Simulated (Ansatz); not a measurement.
TaAl (L1₀ or tetragonal B2, P4/mmm), PBEsol in the plane-wave PAW code Ansatz, all energies at zero smearing, with the estimated change up to a 700 eV cutoff added, with one set of potentials and settings (totals compare only within such a set). Cell of 2 atoms (1 Ta, 1 Al): -10331.490 eV.

```
element             reference phase  E (eV/atom)
-------  --------------------------  -----------
Ta       Im-3m, 1 atoms in the cell   -9806.5011
Al       Fm-3m, 1 atoms in the cell    -524.5507
```

Formation energy per atom, worked out: (-10331.490 − 1×(-9806.5011) − 1×(-524.5507))/2 = -0.219 eV/atom (-21 kJ per mol of atoms), at 0 K, without zero-point energy or fitted corrections.

The start of the workflow was typed in or built on a structure type; neither database checked (COD, Materials Project) lists it. Whether it is the stable phase at ambient conditions was not checked. The cell was relaxed with PBEsol under the symmetry of its start. At this level the phase is mechanically unstable. The run is not spin-polarised. The references are the lowest solids computed at this level, not always the standard phases. Spin–orbit coupling is left out wherever it is not named.

Potentials: the later of the program's two PAW sets.
